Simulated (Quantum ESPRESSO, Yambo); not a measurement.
BaAlSiH (space group P3m1, No. 156) under biaxial strain of +1 % along x and y, z relaxed. The PBEsol cell relaxed from Materials Project entry mp-571093 was given a biaxial strain of +1 % along x and y, z relaxed, and the atoms were relaxed again. Chain: PBEsol (pw.x of Quantum ESPRESSO, ONCV potentials, no spin-orbit coupling); G0W0 in Yambo (3×3×2 Γ-centred k mesh, 151 bands and a 8 Ry block in the screening, 151 bands in G with the Bruneval-Gonze terminator, plasmon pole fitted at 27.2 eV); BSE (6×6×4 mesh, 4 valence and 9 conduction bands, static screening with 39 bands and a 4 Ry block, scissor 0.49 eV, Tamm-Dancoff).

```yaml
PBEsol gap (dense path): 0.57 eV
PBEsol gap A → (0, 0.333, 0) on the GW mesh: 0.99 eV
PBEsol smallest direct gap on the GW mesh, at A: 1.58 eV
G0W0 direct gap at that point: 2.07 eV
G0W0 correction to the gap A → (0, 0.333, 0): 0.39 eV
lowest_exciton: no binding energy given (see below)
```

Rough cost of the Yambo steps against G0W0 for 6 states: BSE about 2×.

Convergence of the G0W0 settings was not tested. The k mesh is coarse. The mesh misses a band edge: along a dense path the PBEsol gap is 0.57 eV against 0.99 eV on the mesh. The BSE states are vertical excitations (zero momentum); the indirect quasiparticle gap, about 0.96 eV, is smaller than the direct one (2.07 eV on the GW mesh). The run can't give a binding energy: the direct gap on its mesh, 1.77 eV, isn't the smallest one (1.62 eV from the band path plus the scissor). Axes are Cartesian, with cell vectors (Å) (4.34, 0.00, 0.00), (-2.17, 3.76, 0.00), (0.00, 0.00, 5.02).

The structure is a Materials Project entry; no match was found in the copy of COD used, and its stability was not checked.
